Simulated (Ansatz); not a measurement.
## How the vibrations of MgAl2C2 change with volume

The calculation used DFT PBEsol, scalar-relativistic, plane waves, PAW in Ansatz. Settings: 420 eV plane-wave cutoff, Γ-centred 12×12×6 mesh, fixed occupations. No spin polarisation. Phonons by linear response, acoustic sum rule imposed.

Equilibrium structure at this level:
```
Mg Al C
1.0
     3.37538    0.00000    0.00000
    -1.68769    2.92316    0.00000
     0.00000    0.00000    5.77392
Mg Al C
1 2 2
Direct
  0.00000 0.00000 0.00000
  0.33333 0.66667 0.34997
  0.66667 0.33333 0.65003
  0.33333 0.66667 0.73069
  0.66667 0.33333 0.26931
```

Cells at 0.98 and 1.02 times the equilibrium volume were relaxed in shape and atoms; γ = −d ln ν / d ln V, modes matched by rank.

Task: Give the optical frequencies at Γ without the LO field (cm⁻¹) at the three volumes and the mode Grüneisen parameters.

Result:
| 0.98 V | V | 1.02 V | γ | degeneracy |
| --- | --- | --- | --- | --- |
| 233 | 220 | 207 | 2.94 | 2 |
| 305 | 287 | 268 | 3.17 | 1 |
| 310 | 303 | 297 | 1.04 | 2 |
| 393 | 381 | 371 | 1.45 | 1 |
| 489 | 482 | 475 | 0.70 | 1 |
| 575 | 564 | 553 | 0.96 | 1 |
| 659 | 644 | 629 | 1.16 | 2 |
| 663 | 648 | 635 | 1.09 | 2 |

Task: What pressures hold the two strained cells, and what bulk modulus follows?

Result: 2.83 GPa at 0.98 V and -2.56 GPa at 1.02 V, so B = −dP/d ln V ≈ 135 GPa.

Task: How does the gap respond?

Result: It is 1.71, 1.70 and 1.68 eV at 0.98, 1 and 1.02 V: dE_g/d ln V = -0.7 eV.

Task: And the dielectric constants (a third of the trace)?

Result: ε∞: 8.01, 8.11, 8.22; ε0: 20.2, 21.4, 22.9, in order of rising volume.

Cost: 6 runs of about 18 core-minutes in all, on Arm Neoverse V1 (shared hosts).